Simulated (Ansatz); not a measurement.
Input and command of a plane-wave DFT calculation in Ansatz:

```yaml
crystal:
  lattice:
    - [4.11276125, 0.0, 0.0]
    - [0.0, 4.11276125, 0.0]
    - [0.0, 0.0, 4.11276125]
  atoms:
    - { symbol: Sc, position: [0.0, 0.0, 0.0] }
    - { symbol: F, position: [0.5, 0.0, 0.0] }
    - { symbol: F, position: [0.0, 0.5, 0.0] }
    - { symbol: F, position: [0.0, 0.0, 0.5] }
basis:
  ecutwfc: 500
kpoints:
  mp_grid: { grid: [6, 6, 6] }
hamiltonian:
  xc: r2scan
scf:
  occupations: { method: gaussian, width: 0.05 }
output:
  forces: true
  stress: true
  eigenvalues: true
```

```bash
ansatz run input.yaml --threads 1 --pin off --max-ram 2560MiB --backend cpu --events-out ev --progress --plain --runs-dir out
```

Processor: Arm Neoverse V1, 1 thread, on a host shared with other jobs.

Q: How long does it run, and how much memory does it take?

A: About 4.4 s on 1 thread of Arm Neoverse V1, with other jobs on the host, peak memory 0.43 GiB. It solves 20 bands at 20 k points (the mesh reduced by symmetry) with about 1791 plane waves, in 7 SCF iterations.
